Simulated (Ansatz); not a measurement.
**Ga: pressure against volume**

Ga, Cmcm, a = 2.738 Å, b = 7.905 Å, c = 3.314 Å. This isn't the element's structure at ambient conditions. Ansatz: PBEsol, PAW, 420 eV, Γ-centred 16×16×14 mesh on 2 atoms, Gaussian smearing 0.10 eV; no spin polarisation. Shape and atoms are relaxed at each volume; pressure is positive in compression.

| V (Å³/atom) | P (GPa) |
| --- | --- |
| 16.855 | ? |
| 17.393 | 2.05 |
| 17.931 | 0.01 |
| 18.469 | -1.69 |
| 19.007 | -3.09 |

Problem. Take V0 = 17.931 Å³/atom, count pressures from its P0 = 0.01 GPa, fit the third-order Birch–Murnaghan form to the other rows, and predict the missing pressure.

Solution. With the Eulerian strain f = ½[(V0/V)^(2/3) − 1] and y = (P − P0)/[3f(1 + 2f)^(5/2)], the form is the line y = B0 + 1.5 B0 (B0′ − 4) f. Rows (f, y): 0.01026, 63.0; -0.00976, 61.0; -0.01905, 59.8. Means f = -0.006183, y = 61.267; Σ(Δf)² = 0.0004487, ΣΔfΔy = 0.04833; the slope is their ratio. y = 61.93 + 107.7 f GPa, so B0 = 61.9 GPa and B0′ = 4 + 2 × (107.7)/(3 × 61.93) = 5.16. At V = 16.855, f = 0.02106, y = 64.20 and P = 4.51 GPa. The run gave 4.51 GPa, the same to the digits shown. The form still works here, 33 % of the fitted range beyond its end.